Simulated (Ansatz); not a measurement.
**PmTe in the CsCl-type structure**

Computed with Ansatz (plane waves, PAW, 600 eV cutoff): PBE, scalar-relativistic, collinear spin, 10×10×10 k-mesh, Gaussian smearing of 0.05 eV. The datasets are Ansatz's generated set soft_2.

```xyz
2
Lattice="3.9316 0.0000 0.0000 0.0000 3.9316 0.0000 0.0000 0.0000 3.9316" Properties=species:S:1:pos:R:3 pbc="T T T"
Pm    0.0000    0.0000    0.0000
Te    1.9658    1.9658    1.9658
```

This is a trial structure: such lanthanide and actinide compounds mostly take the rock-salt structure.

Magnetic state: ferromagnetic, site spin moments Pm 4.76; Te -0.08 μB.

Cell and atoms are those of this level's equilibrium.

Path: Γ–X–M–Γ–R–X | R–M, with Γ = (0.000, 0.000, 0.000), X = (0.000, 0.500, 0.000), M = (0.500, 0.500, 0.000), R = (0.500, 0.500, 0.500) in reciprocal vectors of the calculation's cell.

Task: Is it a metal or an insulator, and if it has a gap, where are the band edges on this path?

Result: A metal: bands cross the Fermi level.

Bands as a text map, energy in eV from the Fermi level (dashes), each leg drawn with the same width, + spin up, o spin down, # both:
```
  5.57 |    +ooo#++  ++oo +      o+  +++oo#o  +++++++
  5.14 |     # #o# +#  +o+oo   +oo+++++ +###++++#+   
  4.71 |   oo ###ooo ++++o o  o #+     +   #    + +++
  4.29 |oooo##o+o+o +    +++oo o +  o   ++o+o    o   
  3.86 |   ++ +++#+#    #o oo #o#  o o    ++ oo  +   
  3.43 |###+##+ ++#oo    ooo+#++ o o+oo oo+ + oo  o  
  3.00 |ooooooooo###oooo##o#ooo##oooo#ooooooo##oooooo
  2.57 |oo#oo#oooo###ooooo##oooooo #o##oo#ooooo#oo#oo
  2.14 |ooooooooooo##oo####o#o#ooo#ooo####oooo#o##ooo
  1.71 |++  #       +++++ +  +  o+    +oo         +++
  1.29 |   o    ooo      o o   o+++    ++oo    +o    
  0.86 |  o+ ooo   o  + o o+   +        +  o     o ++
  0.43 |+#+#o     ++#+ #+++##+#+++++++++++  ++++++#  
  0.00 |###++++++++++##+++++o#-++++++++++++++++++++##
 -0.43 | ++++++++++++++++++++ +++ +++++++++++++++++++
 -0.86 |++++++++++++####+++++++++++++++++++++++++++##
 -1.29 |##oo      o#++ +##ooo#                    o+ 
 -1.71 |+#++######+       ++#+#          ###      +  
 -2.14 | +      +o         o+ +o        # #      #   
 -2.57 |  #      +#       o#   #       o #           
 -3.00 |           #     o++   +#o     +o       #    
 -3.43 |   #        #ooo#+o     +##   o +      o   oo
 -3.86 |    o       o#+#oo+       oo  ##       +o##++
 -4.29 |    +      o+   ++        +#o###o   o###+    
 -4.71 |     #   o#+                +   +o  ++       
 -5.14 |      #oo+                       +#o         
 -5.57 |       ++                          +         
 -6.00 |                                             
        Γ      X      M      Γ      R      XR       M
```

Without a U the open 4f shell is pinned at the Fermi level, an artefact: in the real crystal it splits into occupied and empty levels away from it, and its large orbital moment is missing here. No spin–orbit coupling, a notable omission for heavy elements. The run wasn't fully tested for a lower electronic state. The order of the orbitals lowers the symmetry, along an axis that is one of several equivalent ones. Site moments are of spin, integrated over atomic spheres. The run holds 0.7 f electrons more on Pm than the trivalent ion has, so it is between trivalent and divalent here. In such compounds it is trivalent as a rule, so this state is likely an artefact, and the extra f charge swells the ion. Only parallel moments were tried, so the real magnetic order may be another.

A lower state of the open shells can't be excluded, and forces and pressures are less sure for it.
